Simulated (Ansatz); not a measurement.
SiO₂:
```cif
data_O8Si4
_chemical_formula_sum 'Si4 O8'
_space_group_name_H-M_alt 'Pbcn'
_space_group_IT_number 60
_space_group_name_Hall '-P 2n 2ab'
_cell_length_a 4.07117
_cell_length_b 5.02952
_cell_length_c 4.48259
_cell_angle_alpha 90.000
_cell_angle_beta 90.000
_cell_angle_gamma 90.000
loop_
_atom_site_label
_atom_site_type_symbol
_atom_site_symmetry_multiplicity
_atom_site_Wyckoff_symbol
_atom_site_fract_x
_atom_site_fract_y
_atom_site_fract_z
_atom_site_occupancy
Si1 Si 4 c 0.00000 0.15185 0.25000 1
O1 O 8 d 0.26884 0.38205 0.08039 1
```

Relaxed with r²SCAN.

Q: Give the optical modes at the zone centre with their infrared and Raman activity from DFPT, r²SCAN (plane waves, PAW; program Ansatz).

A: Transverse frequencies, without the LO–TO term; a row sums one degenerate level.

```
ω (cm⁻¹)  degeneracy  IR ((D/Å)²/amu)  Raman (Å⁴/amu)  activity  symmetry
--------  ----------  ---------------  --------------  --------  --------
357                1             0.00               0    silent       B3g
380                1             0.00             1.7     Raman        Ag
387                1             1.11               0        IR       B1u
399                1             0.00            0.14     Raman       B1g
403                1             0.00               0    silent       B3g
451                1            30.19               0        IR       B3u
467                1             7.38               0        IR       B3u
496                1            73.18               0        IR       B2u
496                1             0.00            0.11     Raman       B1g
507                1             0.00               0    silent        Au
508                1            23.61               0        IR       B1u
516                1             0.00             3.2     Raman        Ag
540                1             0.00            0.19     Raman       B1g
544                1             0.00           0.094     Raman       B2g
549                1             0.00               0    silent        Au
564                1             0.00            0.67     Raman        Ag
614                1             0.00               0    silent       B3g
618                1            63.15               0        IR       B1u
650                1             0.00               0    silent       B1g
651                1             0.00            0.17     Raman       B2g
652                1            47.26               0        IR       B3u
681                1            27.74               0        IR       B2u
697                1             0.00               0    silent        Au
735                1            10.18               0        IR       B3u
741                1             0.00             1.4     Raman       B2g
747                1             0.00            0.23     Raman       B3g
756                1            14.07               0        IR       B1u
795                1             0.00             2.2     Raman        Ag
803                1             0.00               0    silent        Au
809                1             0.15               0        IR       B2u
859                1             0.00            0.41     Raman       B3g
882                1             0.00            0.42     Raman       B1g
934                1             0.00             2.3     Raman       B2g
```

Q: How high does the top mode go among those that the LO–TO term moves?

A: 1026 cm⁻¹ for q along x, 1014 cm⁻¹ for q along y, 1046 cm⁻¹ for q along z.

The workflow started from a Materials Project entry (that database holds measured and hypothetical structures alike); the Crystallography Open Database copy checked does not list it. It is not the phase usual at ambient conditions (space group No. 92, 152, 154). The r²SCAN relaxation kept the symmetry of its start; of distortions, only those at the zone centre were tested.

Potentials: the earlier of the program's two PAW sets.
